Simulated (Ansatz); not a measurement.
CdS:
```yaml
crystal:
  lattice:
    - [4.16359, 0.00000, 0.00000]
    - [-2.08179, 3.60577, 0.00000]
    - [0.00000, 0.00000, 6.76711]
  atoms:
    - { symbol: Cd, position: [0.66667, 0.33333, 0.00099] }
    - { symbol: Cd, position: [0.33333, 0.66667, 0.50099] }
    - { symbol: S, position: [0.66667, 0.33333, 0.62421] }
    - { symbol: S, position: [0.33333, 0.66667, 0.12421] }
```

DFT-r²SCAN in the program Ansatz with PAW potentials gives a gap of 1.63 eV without spin–orbit coupling, maximum at Γ, minimum at Γ.

What happens when spin–orbit coupling is switched on?

The gap falls by 0.01 eV, to 1.62 eV; maximum at Γ, minimum at Γ.

Give the electron effective mass with spin–orbit coupling.

0.15, 0.16, 0.16 mₑ (principal values).

Give the hole effective mass with spin–orbit coupling.

0.32, 0.32, 1.7 mₑ (principal values).

Space group P6_3mc (wurtzite). The cell was relaxed with r²SCAN under the symmetry of its start.

Potentials: the later of the program's two PAW sets.
